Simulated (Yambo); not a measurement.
Here is the system:

```xyz
3
Lattice="4.1255 0.0000 0.0000 -2.0628 3.5728 0.0000 0.0000 0.0000 6.8268" Properties=species:S:1:pos:R:3 pbc="T T T"
Mg     0.0000     0.0000     0.0000
I      0.0000     2.3819     1.6777
I      2.0628     1.1909     5.1491
```

Workflow: PBEsol (Quantum ESPRESSO, PseudoDojo norm-conserving, 84 Ry, with spin-orbit coupling), then G0W0 in Yambo (3×3×2 Γ-centred k mesh, bands 9 to 298 and a 7 Ry block in the screening, 298 bands in G with the Bruneval-Gonze terminator, plasmon pole fitted at 27.2 eV).

### Question
Give the PBEsol and G0W0 gaps between the band edges found on this mesh, and say where the edges lie.

### Answer
Edges: Γ → Γ. PBEsol: 3.27 eV; G0W0: 4.93 eV. The mesh misses an edge: along a dense path the PBEsol gap is 3.10 eV. Nearest settings tried, and what they do to the gap: 188 bands in W, 188 bands in G: -33 meV; 6 Ry block (161 vectors against 233): -54 meV. Not varied: mesh. So the settings aren't converged at that level. The k mesh is coarse. 

Geometry relaxed with PBE+D3(BJ).
